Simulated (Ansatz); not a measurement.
## Data sheet: Si (DFT)

Si:
```yaml
crystal:
  lattice:
    - [6.92149, 1.92370, 0.00000]
    - [-6.92149, 1.92370, 0.00000]
    - [-0.74974, 0.00000, 6.29346]
  atoms:
    - { symbol: Si, position: [0.05562, 0.94438, 0.87420] }
    - { symbol: Si, position: [0.94438, 0.05562, 0.12580] }
    - { symbol: Si, position: [0.55901, 0.44099, 0.65348] }
    - { symbol: Si, position: [0.44099, 0.55901, 0.34652] }
    - { symbol: Si, position: [0.21281, 0.78719, 0.05738] }
    - { symbol: Si, position: [0.78719, 0.21281, 0.94262] }
    - { symbol: Si, position: [0.72707, 0.27293, 0.58553] }
    - { symbol: Si, position: [0.27293, 0.72707, 0.41447] }
```

Space group C2/m (No. 12); conventional cell a = 13.843 Å, b = 3.847 Å, c = 6.338 Å, α = γ = 90.00°, β = 96.79°.

Method: r²SCAN in the plane-wave PAW code Ansatz. Structure relaxed to zero pressure with the same functional. Other levels are named where they apply.

### Cell and energy

| Item | Value |
|---|---|
| Volume per atom | 20.95 Å³ |
| Density | 2.23 g/cm³ |

### Electronic structure

| Item | Value |
|---|---|
| Band gap | 0.42 eV (indirect) |
| Valence-band maximum | at Γ |
| Conduction-band minimum | on the Γ–M2 line, 96 % of the way from Γ (k = 0.482, -0.482, -0.479 in fractions of the reciprocal vectors) (2 equivalent valleys) |
| Smallest direct gap on the standard path | 0.73 eV |
| Electron effective mass | 0.14, 0.31, 11 mₑ (principal values) |
| Hole effective mass | 0.17, 0.24, 0.50 mₑ (principal values) |
| HSE06 gap on the r²SCAN cell | 0.81 eV |

### Mechanics

| Quantity | Value |
|---|---|
| Bulk modulus (Birch–Murnaghan fit) | 876 kbar |
| Pressure derivative B′ | 4.1 |
| Elastic constants (relaxed ions, GPa) | C11 = 150, C22 = 182, C33 = 180, C12 = 36.8, C13 = 58.9, C23 = 48.8, C44 = 72.1, C55 = 65.0, C66 = 44.0, C15 = 8.0, C25 = -8.7, C35 = 8.6, C46 = -6.4 |
| Mechanical stability | stable (all eigenvalues of C positive) |
| Hill bulk and shear moduli | 88.5 and 59.2 GPa |
| Young's modulus | 145 GPa |
| Poisson's ratio | 0.23 |
| Debye temperature from the elastic constants | 617 K |

### Dielectric response

| Item | Value |
|---|---|
| Electronic dielectric constant ε∞ (DFPT) | 11.8 (xx), 11.8 (yy), 12.2 (zz) |

### Phonons

| Item | Result |
|---|---|
| Highest zone-centre frequency | 542 cm⁻¹ |
| Zone-centre stability | no imaginary mode at Γ |
| Dynamical stability on the path | stable (no imaginary branch) |
| Zero-point energy | 61.6 meV/atom |
| Vibrational entropy at 300 K | 19.2 J/(K·mol of atoms) |

The workflow started from a Materials Project entry (that database holds measured and hypothetical structures alike); the Crystallography Open Database copy checked does not list it. It is not the phase usual at ambient conditions (space group No. 227). Symmetry was held in the r²SCAN relaxation.

Potentials: the earlier of the program's two PAW sets. The files were generated under PBE; for other functionals the program regenerates the frozen cores, and for LDA and PBEsol the local potential too.
